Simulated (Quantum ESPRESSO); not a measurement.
Simulation results for AlSi2PC4 (made-up cell)

Computed with Quantum ESPRESSO 7.5. Calculation on a made-up crystal cell, not a measurement, rerun at a higher cutoff and a denser mesh: periodic Kohn-Sham density functional theory in plane waves with PseudoDojo standard norm-conserving scalar-relativistic pseudopotentials, each functional with its own files (v0.5 for PBE, v0.4.1 for LDA and PBEsol), no spin polarisation, no spin-orbit coupling, atoms not relaxed, stress positive in tension, energies less a fixed whole-eV offset for each atom's element; levels are Kohn-Sham levels at fractions of this cell's reciprocal vectors, counted from the reference band (half the neutral cell's valence electrons, rounded up) at Gamma; error bars give the change to or from the runs named with them, not the error of the files; each bar is the largest change over components, and at least 0.002 eV, 0.002 eV per angstrom or 0.02 GPa; energies are for the whole cell, and the offsets were chosen from early runs and are not element reference energies.

```xyz
8
Lattice="4.3783 0.0000 0.0000 0.0000 4.3783 0.0000 0.0000 0.0000 4.3783" Properties=species:S:1:pos:R:3 formula=AlSi2PC4 lattice_type=zincblende/diamond functional=pbe cutoff=1347 fermi_dirac_smearing=0.025 scf_tolerance=1e-07 electrons_removed=0 k_mesh=6_x_6_x_6,shifted_by_half_a_step free_energy_less_offsets=-2.078 scf_iterations=12 smearing_term_minus_ts=0 pressure=4.182 stress_xx=-2.545 stress_yy=-5.945 stress_zz=-4.057 stress_yz=-2.571 stress_xz=-1.929 stress_xy=-0.8406 error_bar_energy=0.006731 error_bar_stress=0.06039 error_bar_force=0.003677 error_bars_from=change_from_the_looser_run_of_this_cell
Al     0.0219    -0.0234     0.1190
P     -0.0938     2.2307     2.1596
Si     2.2165    -0.0111     2.1959
Si     2.1552     2.1827     0.1122
C      1.0023     1.1906     1.1938
C      1.0850     3.2206     3.2955
C      3.2004     1.0084     3.3662
C      3.2399     3.1845     1.1586
```

Units: cutoff, fermi_dirac_smearing, scf_tolerance, free_energy_less_offsets, smearing_term_minus_ts, error_bar_energy in eV; pressure, stress_xx, stress_yy, stress_zz, stress_yz, stress_xz, stress_xy, error_bar_stress in GPa; error_bar_force in eV/Å.

Atoms:
| atoms element | atom site | atom energy offset (eV) |
| --- | --- | --- |
| Al | 1 | -64 |
| P | 2 | -189 |
| Si | 3 | -115 |
| Si | 4 | -115 |
| C | 5 | -163 |
| C | 6 | -163 |
| C | 7 | -163 |
| C | 8 | -163 |

Forces:
| site | x (eV/Å) | y (eV/Å) | z (eV/Å) |
| --- | --- | --- | --- |
| 1 | -0.2657 | -0.1747 | -1.675 |
| 2 | 1.564 | -1.772 | 3.578 |
| 3 | -2.083 | 0.05449 | 1.446 |
| 4 | -0.9828 | -1.165 | -2.541 |
| 5 | 1.255 | -0.3152 | 0.7518 |
| 6 | -0.149 | 0.05294 | -1.01 |
| 7 | 0.6195 | 2.204 | -1.098 |
| 8 | 0.04159 | 1.115 | 0.5482 |
